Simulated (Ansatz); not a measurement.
## Li3ClO: energy along a strain

Li3ClO, Pm-3m, a = 3.908 Å (as given, not relaxed at this level: -2.7 GPa). The structure is a Materials Project entry; whether it is the stable form wasn't checked. Ansatz: PBEsol, PAW, 420 eV, Γ-centred 6×6×6 mesh on 5 atoms, Gaussian smearing 0.05 eV; no spin polarisation. Cell vectors (Å): 3.908 0.000 0.000; 0.000 3.908 0.000; 0.000 0.000 3.908. The cell is strained by x per cent times the pattern (0 0 0 1 0 0) in the order xx yy zz yz xz xy (engineering shears), with fractional coordinates held. y is the free energy over the start, V0 = 11.940 Å³/atom. Symmetry makes y even in x.

| x (%) | y (meV/atom) |
| --- | --- |
| -2.00 | 0.61 |
| -1.00 | 0.15 |
| 0.00 | 0.00 |
| 0.25 | 0.01 |
| 0.50 | 0.03 |
| 0.75 | 0.08 |
| 1.25 | 0.24 |
| 1.50 | 0.34 |
| 1.75 | ? |

Task: Fit y = c2 x² + c4 x⁴ to the other rows, get the stiffness along the pattern, and predict the missing energy.

Result: Least squares on the rows shown. y = 0.1495 x² + 0.0007815 x⁴. The clamped-ion stiffness p·C·p = 2 × 1.495 eV × 160.2 / 11.940 Å³ = 40 GPa, which is C44 in these axes (second derivative at the start, which stands under stress). With a term in x⁶ added, the coefficient of x² becomes 0.1426, 5 % less, which shows how far this figure hangs on the form. At x = 1.75 the fit asked for gives 0.47 meV/atom. The run gave 0.47 meV/atom, the same to the digits shown.